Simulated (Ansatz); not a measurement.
A geometry of P away from equilibrium: the start of the relaxation of a generated trial cell of P in the AFLOW prototype A_oC8_64_f. These are PBE (plane waves to 420 eV, PAW, scalar-relativistic; Ansatz, a quantum-chemistry and plane-wave program) values and carry that method's errors. Γ-centred k-mesh 7×7×5 on the run's cell (coarser than for final values), Fermi–Dirac smearing 0.05 eV.

```xyz
4
Lattice="1.6568 -5.2390 0.0000 1.6568 5.2390 0.0000 0.0000 0.0000 4.3763" Properties=species:S:1:pos:R:3:forces:R:3 pbc="T T T" free_energy=-3022.646 pressure_GPa=2.2
P      1.6568     1.0654     2.5407    0.0000    0.0923   -0.0623
P      1.6568    -1.0654     1.8356    0.0000   -0.0923    0.0623
P      1.6568    -4.1736     4.0237    0.0000    0.0923    0.0623
P      1.6568     4.1736     0.3526    0.0000   -0.0923   -0.0623
```

Positions in Å, forces in eV/Å, free energy of the cell in eV (comparable only within this code, potentials and settings). Largest force: 0.11 eV/Å, on P1, P2, P3, P4 (atoms numbered as listed); the geometry lies 0.01 eV/atom above the end of its relaxation.

No spin polarisation in the result. Without a van der Waals term the distances between weakly bound units are poorly fixed.

The run could not lose the symmetry of its start.
